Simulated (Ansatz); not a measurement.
## Cu$_{3}$Sb

```xyz
4
Lattice="0.0000 3.1130 3.1130 3.1130 0.0000 3.1130 3.1130 3.1130 0.0000" Properties=species:S:1:pos:R:3 pbc="T T T"
Cu    3.1130    3.1130    3.1130
Cu    1.5565    1.5565    1.5565
Cu    4.6694    4.6694    4.6694
Sb    0.0000    0.0000    0.0000
```

Atom numbers follow the list: Cu1, Cu2, Cu3, Sb4.

Structure from Materials Project entry mp-2002 (possibly hypothetical), not relaxed further.

No spin–orbit coupling, which matters for the heavy atoms here.

Levels of theory: DFT, PBEsol, all-electron LAPW, scalar-relativistic (Ansatz 0.2.0); DFT, PBEsol, PAW with Ansatz's default frozen-core files, scalar-relativistic (Ansatz 0.2.0).

For LAPW: a Γ-centred 9×9×9 k mesh, Fermi–Dirac smearing of 0.03 eV, basis error target 0.5 meV/atom, no spin polarisation. PAW takes a cutoff of 420 eV at this cell (files made with PBE, cores remade for this functional). The Ansatz runs share mesh, smearing and spin set-up. Values come from LAPW unless marked.

| Quantity | Value |
| --- | --- |
| Bader charges (from the PAW run) | Cu1 +0.03, Cu2 -0.02, Sb4 0.00 e |
| Volume per atom | 15.08 Å³ |

Question: Predict this quantity. Density of states at the Fermi level (0.2 eV bin).

Answer: 1.03 states/eV per cell.

Question: Give the computed value. Band gap.

Answer: none: bands cross the Fermi level, a metal.

Question: Predict this quantity. Löwdin charges (with 0.48 e of the cell spilling out of the atomic basis, so their sizes and signs hang on that basis).

Answer: Cu1 0.32, Cu2 0.45, Sb4 -0.74 e.

Question: Give the computed value. Pressure at this cell.

Answer: -4.73 GPa.
